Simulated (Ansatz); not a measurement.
**Sr₂NiWO₆: do energies and stresses tell the same story?**

These are results of DFT PBEsol, scalar-relativistic, plane waves, PAW (Ansatz 0.2.0), not measurements.

Settings: cutoff 420 eV, Γ-centred mesh 8×8×8 on the computed 10-atom cell, Gaussian smearing of 0.02 eV; collinear spin from starting moments 0 0 1.71 0 0 0 0 0 0 0 μB.

Relaxed cell: I4/m, a = 5.507 Å, b = 5.507 Å, c = 7.901 Å, α = 90.00°, β = 90.00°, γ = 90.00°, 10 atoms in the primitive cell. Whether it is the stable form of this composition wasn't checked.

Energies at zero smearing and pressures from the stress tensor, at volumes with shape and atoms relaxed:
| V (Å³/atom) | E − E(first) (meV/atom) | P (GPa) |
| --- | --- | --- |
| 11.261 | 0.00 | 11.25 |
| 11.621 | -18.16 | 5.13 |
| 11.980 | -23.73 | -0.01 |
| 12.339 | -18.75 | -4.30 |
| 12.699 | -4.99 | -7.87 |

**Question.** Check P = −dE/dV between neighbouring volumes, and get the bulk modulus from the pressures alone.

**Answer.** With 1 eV/Å³ = 160.2 GPa:
| middle V (Å³/atom) | −ΔE/ΔV (GPa) | mean P (GPa) |
| --- | --- | --- |
| 11.441 | 8.097 | 8.190 |
| 11.800 | 2.484 | 2.563 |
| 12.160 | -2.220 | -2.153 |
| 12.519 | -6.137 | -6.085 |

The two differ by 0.09 GPa at most. The mean of two end pressures misses the average over a step by about ΔV² P″/12, up to 0.09 GPa here; with that taken off 0.01 GPa remains. Around V = 11.980 Å³/atom, the two neighbours give B = −V ΔP/ΔV = 11.980 × 9.43 / 0.719 = 157.2 GPa, against B0 = 156.1 GPa from the Birch–Murnaghan fit of the energies.

Spin-orbit coupling is left out, which matters for the bands of heavy elements. The cell holds one magnetic atom, so it can only be ferromagnetic; an antiferromagnetic order may lie lower.

Only this magnetic start was tried.

Cost: 6 runs of about 35 core-minutes in all, on Intel Xeon Platinum 8488C (Sapphire Rapids) (shared hosts).